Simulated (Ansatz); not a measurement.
**Notes on BaAg4Pt2**

```
CELL_PARAMETERS angstrom
7.96363 0.00000 0.00000
0.00000 7.96363 0.00000
0.00000 0.00000 4.24479
ATOMIC_POSITIONS crystal
Pt 0.27762 0.27762 0.00000
Pt 0.22238 0.77762 0.50000
Pt 0.72238 0.72238 0.00000
Pt 0.77762 0.22238 0.50000
Ba 0.00000 0.00000 0.00000
Ba 0.50000 0.50000 0.50000
Ag 0.84349 0.40970 0.00000
Ag 0.09030 0.34349 0.50000
Ag 0.15651 0.59030 0.00000
Ag 0.90970 0.65651 0.50000
Ag 0.34349 0.09030 0.50000
Ag 0.59030 0.15651 0.00000
Ag 0.65651 0.90970 0.50000
Ag 0.40970 0.84349 0.00000
```

The numbers come from plane-wave PAW DFT (Ansatz): PBE, no spin polarisation, 420 eV, 5×5×8 Γ-centred k points, fermi-dirac occupations (width 0.0483 eV). Nothing was relaxed.

(1) Metal or insulator?

(2) Give the Bader charges.

(3) What does the stress say?

(4) Which atom feels the largest force, and which way?

(5) What do density and ELF say about some of the short contacts?

Origin: a known structure type with other elements, at an estimated volume, so it need not be a known compound.

## Answers

(1) It is a metal, with about 4.5 states/eV a cell as the mean within 0.25 eV of the Fermi level, mostly Ag s (30 %), Pt d (24 %) and Pt s (16 %).

(2) Bader charges in e: Ba +1.26, Ag +0.02, Pt -0.67. In the mean Ba gives up most and Pt takes most.

(3) The pressure is 12.9 GPa (compression positive), so with the atoms held at these fractions the cell would first expand. The principal stresses 11.8, 11.8, 15.2 GPa differ, so its shape would change too.

(4) The largest is on Ag7 (and as large on other atoms): 0.68 eV/Å, components (0.63, 0.25, 0.00). It makes 113° with the line to a nearest neighbour, Pt4 at 2.65 Å.

(5) Pt–Ag at 2.65 Å: least valence density 0.40 e/Å³ and ELF 0.22 there. Ag–Ag at 2.85 Å: least valence density 0.24 e/Å³ and ELF 0.17 there. Ba–Pt at 3.13 Å: least valence density 0.20 e/Å³ and ELF 0.14 there. Both are smooth PAW fields, read partly inside the augmentation spheres.
